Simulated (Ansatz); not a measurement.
Relaxation of a generated cell, TiB2 built in the Al2Cu structure type; 6 atoms in the cell, which starts as I4/mcm (No. 140), tI12; a = b = 6.8141 Å, c = 5.4828 Å, α = β = γ = 90.00°. Calculation: PBEsol (plane waves to 420 eV, PAW, scalar-relativistic; Ansatz, a program for electronic structure). Γ-centred k-mesh 6×6×6 on the run's cell (coarser than for final values), Fermi–Dirac smearing 0.05 eV. This is the first round of the run. 

The optimiser's lines from the output (shortened; P is positive under compression):

```
relax step   1: F+E_penalty+E_count = -5542.70903080 eV  Δ(F+E_penalty+E_count) = +0.000e0 eV  max|allowed force component| = 7.542e-1 eV/Å  Δτ_max = 0.0000 Å  P = -24.517 GPa  Ω = 127.288 Å³  (9 SCF iters, dr2 threshold 1.00e-7 eV, accepted)
relax step   2: F+E_penalty+E_count = -5545.60828751 eV  Δ(F+E_penalty+E_count) = -2.899e0 eV  max|allowed force component| = 9.161e-1 eV/Å  Δτ_max = 0.0631 Å  P = -25.738 GPa  Ω = 111.149 Å³  (7 SCF iters, dr2 threshold 6.00e-7 eV, accepted)
relax step   3: F+E_penalty+E_count = -5548.37414299 eV  Δ(F+E_penalty+E_count) = -2.766e0 eV  max|allowed force component| = 1.045e0 eV/Å  Δτ_max = 0.0821 Å  P = -24.328 GPa  Ω = 97.030 Å³  (7 SCF iters, dr2 threshold 6.00e-7 eV, accepted)
relax step   4: F+E_penalty+E_count = -5550.78290011 eV  Δ(F+E_penalty+E_count) = -2.409e0 eV  max|allowed force component| = 1.114e0 eV/Å  Δτ_max = 0.1011 Å  P = -18.717 GPa  Ω = 84.944 Å³  (7 SCF iters, dr2 threshold 6.00e-7 eV, accepted)
relax step   5: F+E_penalty+E_count = -5553.05067894 eV  Δ(F+E_penalty+E_count) = -2.268e0 eV  max|allowed force component| = 8.669e-1 eV/Å  Δτ_max = 0.1848 Å  P = -11.818 GPa  Ω = 76.721 Å³  (7 SCF iters, dr2 threshold 6.00e-7 eV, accepted)
relax step   6: F+E_penalty+E_count = -5554.64054329 eV  Δ(F+E_penalty+E_count) = -1.590e0 eV  max|allowed force component| = 5.734e-1 eV/Å  Δτ_max = 0.1646 Å  P = -7.336 GPa  Ω = 71.143 Å³  (6 SCF iters, dr2 threshold 6.00e-7 eV, accepted)
relax step   7: F+E_penalty+E_count = -5555.55398433 eV  Δ(F+E_penalty+E_count) = -9.134e-1 eV  max|allowed force component| = 3.778e-1 eV/Å  Δτ_max = 0.1016 Å  P = +2.728 GPa  Ω = 64.820 Å³  (6 SCF iters, dr2 threshold 6.00e-7 eV, accepted)
relax step   8: F+E_penalty+E_count = -5556.11255632 eV  Δ(F+E_penalty+E_count) = -5.586e-1 eV  max|allowed force component| = 2.298e-1 eV/Å  Δτ_max = 0.0778 Å  P = +1.662 GPa  Ω = 63.895 Å³  (6 SCF iters, dr2 threshold 6.00e-7 eV, accepted)
relax step   9: F+E_penalty+E_count = -5556.87279529 eV  Δ(F+E_penalty+E_count) = -7.602e-1 eV  max|allowed force component| = 1.301e-1 eV/Å  Δτ_max = 0.0436 Å  P = +2.831 GPa  Ω = 61.795 Å³  (6 SCF iters, dr2 threshold 6.00e-7 eV, accepted)
relax step  10: F+E_penalty+E_count = -5557.51141586 eV  Δ(F+E_penalty+E_count) = -6.386e-1 eV  max|allowed force component| = 7.447e-2 eV/Å  Δτ_max = 0.0224 Å  P = +5.441 GPa  Ω = 59.378 Å³  (6 SCF iters, dr2 threshold 6.00e-7 eV, accepted)
relax step  11: F+E_penalty+E_count = -5557.83776154 eV  Δ(F+E_penalty+E_count) = -3.263e-1 eV  max|allowed force component| = 3.838e-2 eV/Å  Δτ_max = 0.0197 Å  P = +3.726 GPa  Ω = 58.690 Å³  (6 SCF iters, dr2 threshold 6.00e-7 eV, accepted)
relax step  12: F+E_penalty+E_count = -5557.89287797 eV  Δ(F+E_penalty+E_count) = -5.512e-2 eV  max|allowed force component| = 2.411e-3 eV/Å  Δτ_max = 0.0240 Å  P = -0.066 GPa  Ω = 59.240 Å³  (6 SCF iters, dr2 threshold 6.00e-7 eV, accepted)
relax step  13: F+E_penalty+E_count = -5557.89290345 eV  Δ(F+E_penalty+E_count) = -2.548e-5 eV  max|allowed force component| = 1.436e-3 eV/Å  Δτ_max = 0.0007 Å  P = +0.016 GPa  Ω = 59.207 Å³  (6 SCF iters, dr2 threshold 2.47e-8 eV, accepted)
relax step  14: F+E_penalty+E_count = -5557.89290466 eV  Δ(F+E_penalty+E_count) = -1.213e-6 eV  max|allowed force component| = 3.832e-4 eV/Å  Δτ_max = 0.0007 Å  P = +0.004 GPa  Ω = 59.212 Å³  (7 SCF iters, dr2 threshold 1.38e-9 eV, accepted)
relax step  15: F+E_penalty+E_count = -5557.93048491 eV  Δ(F+E_penalty+E_count) = -3.758e-2 eV  max|allowed force component| = 3.836e-4 eV/Å  Δτ_max = 0.0000 Å  P = +0.694 GPa  Ω = 59.212 Å³  stress off target by 2.14e0 GPa  SCF on the basis re-selected at this cell (its energy is not comparable with the rows above)  (7 SCF iters)
relax step  16: F+E_penalty+E_count = -5557.93240555 eV  Δ(F+E_penalty+E_count) = -1.921e-3 eV  max|allowed force component| = 4.110e-6 eV/Å  Δτ_max = 0.0003 Å  P = +0.005 GPa  Ω = 59.332 Å³  (6 SCF iters, dr2 threshold 6.00e-7 eV, accepted)
relax step  17: F+E_penalty+E_count = -5557.93242796 eV  Δ(F+E_penalty+E_count) = -2.240e-5 eV  max|allowed force component| = 5.658e-6 eV/Å  Δτ_max = 0.0000 Å  P = +0.000 GPa  Ω = 59.322 Å³  (6 SCF iters, dr2 threshold 5.86e-8 eV, accepted)
relax step  18: F+E_penalty+E_count = -5557.93255127 eV  Δ(F+E_penalty+E_count) = -1.233e-4 eV  max|allowed force component| = 5.659e-6 eV/Å  Δτ_max = 0.0000 Å  P = +0.001 GPa  Ω = 59.322 Å³  stress off target by 1.07e-2 GPa  SCF on the basis re-selected at this cell (its energy is not comparable with the rows above)  (7 SCF iters)
```

From the first to the last row the energy changes by -2.54 eV/atom and the volume by -53.4 %. The last row is marked as not comparable with the walk above it, whose basis was carried along; it does compare with step 1, since both stand on a basis selected at the nominal cutoff for their own cell.

Energy and pressure jump between steps 14 and 15 at one geometry, where the plane-wave basis was selected anew. While the cell walks, the set of plane waves is carried along, so its effective cutoff drifts with the strain; re-selecting it at 420 eV moved the energy by -0.006 eV/atom and the pressure by 0.7 GPa. Only step 1 and rows on a re-selected basis compare with each other.

Later rounds, restarted from the end of this one on a renewed k-mesh, logged 8 more steps and released under 0.01 eV/atom more. The final structure after all rounds: P4/mmm (No. 123), tP3; a = 2.9274 Å, b = 2.9274 Å, c = 3.4569 Å, α = 90.00°, β = 90.00°, γ = 90.00°. Between re-selections the logged energies stand on a plane-wave basis carried along with the cell. No spin polarisation in the result.

The run could not lower the symmetry of its start; a shaken copy of this end point relaxes with PBEsol to P6/mmm (No. 191), 1.22 eV/atom lower.

The relaxed structure here is a generated cell of TiB2: the first start was made by placing the elements on the sites of a structure type, and the end was not matched to a known phase here, so it may be hypothetical. Known forms of TiB2 include space group No. 191.
